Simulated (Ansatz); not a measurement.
NbRu:
```
NbRu
1.0
    0.00000     2.58215     2.58215
    2.58215     0.00000     2.58215
    2.58215     2.58215     0.00000
Ru Nb
1 1
Cartesian
  0.00000   0.00000   0.00000
  2.58215   2.58215   2.58215
```

Relaxed with r²SCAN.

### Question
Map the electron localisation function on the plane through (0.000, 0.000, 0.000) spanned by u = [1, 0, 0] and v = [0, 1, -1] in lattice vectors, from plane-wave PAW r²SCAN (Ansatz code).

### Answer
x is the fraction of u, y of v (the angle between them is 90°; rows are the nearest grid lines); atoms in the plane: Ru at (0.00, 0.00), Nb at (0.50, 0.50).
```
|+*#*+-:-===-:-+*#*+|
|**#*+---=-=---+*#**|
|###*=---:::---=*###|
|***+---:...:---+***|
|++=---:::::::---=++|
|------=*****=------|
|:---:=#@@@@@#=:---:|
|---::*@@@%@@@*::---|
|==:.:*@@+:+@@*:.:==|
|=-:.:*@%: :%@*:.:-=|
|==:.:*@@+:+@@*:.:==|
|---::*@@@%@@@*::---|
|:---:=#@@@@@#=:---:|
|------=*****=------|
|++=---:::::::---=++|
|***+---:...:---+***|
|###*=---:::---=*###|
|**#*+---=-=---+*#**|
|+*#*+-:-===-:-+*#*+|
```
Scale: ten equal steps from 0.065 (start of ' ') to 0.795 (end of '@'), in the order ' .:-=+*#%@'; x runs from 0.000 to 1.00, y from 0.000 (bottom) to 1.00 (top).

The density is the valence pseudo-density with augmentation charge, so density and ELF within about 1 Å of a nucleus are not all-electron values.

Space group Fm-3m (rock salt). The start of the workflow was typed in or built on a structure type; neither database checked (COD, Materials Project) lists it. COD files the formula under space group No. 123, 221, so this cell is another polymorph or a model. Whether it is the stable phase at ambient conditions was not checked. The cell was relaxed with r²SCAN under the symmetry of its start. At this level the phase is mechanically unstable. No spin polarisation was allowed. Its formation energy is positive at this level, so the cell may be metastable or incomplete.

Potentials: the earlier of the program's two PAW sets.
